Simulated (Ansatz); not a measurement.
# SrTiO₃ (Pm-3m) under several functionals

**What was measured.**

“Glass-like thermal conductivity in SrTiO3 thermoelectrics induced by A-site vacancies”, 2014, arxiv:1411.0410 reports, for a ceramic of SrTiO3 at 300 K: lattice constant a 3.9052 ± 0.0001 Å.

Plane-wave DFT in Ansatz with scalar-relativistic PAW potentials. The same structure was relaxed (cell and atoms, symmetry kept) in separate runs at each level; U_eff on d shells: Ti 4 eV. No spin polarisation.

| level | cutoff (eV) | k mesh | V (Å³/atom) | a (Å) | gap (eV) |
| --- | --- | --- | --- | --- | --- |
| PBEsol | 420 | 8×8×8 | 11.783 | 3.891 | 1.85 |
| r2SCAN+U | 500 | 6×6×6 | 12.029 | 3.918 | 2.78 |
| PBE | 420 | 8×8×8 | 12.199 | 3.936 | 1.84 |

Where does PBE+U (420 eV, k mesh 8×8×8) fall?

V (Å³/atom) 12.299, a (Å) 3.947, gap (eV) 2.30. Its volume is the largest of the set. The usual order of volumes, PBEsol < PBE, holds here (11.783, 12.199 Å³/atom). As a rule PBEsol, built on the gradient expansion of slowly varying densities, lies between LDA and PBE; PBE's stronger gradient term for exchange weakens bonds. The Hubbard U changes PBE's volume by 0.8 %; as a rule localising d electrons weakens their share of the bonding and swells the cell. Each gap belongs to its own cell, so it mixes the functional's effect with that of the volume; gaps are the least found on the k mesh or on a band path.

For PBE: Measured lattice constant a of SrTiO3: 3.9052 Å (300 K; ceramic; “Glass-like thermal conductivity in SrTiO3 thermoelectrics induced by A-site vacancies”, 2014, arxiv:1411.0410). This calculation gives 3.936 Å (+0.8 %). 2 values of this kind are on record (3.9036 to 3.9052 Å); this one was drawn at random, those with a stated uncertainty first. The calculations are for 0 K without zero-point motion.

Symmetry holds off the tilts and polar distortions that many cubic perovskites undergo.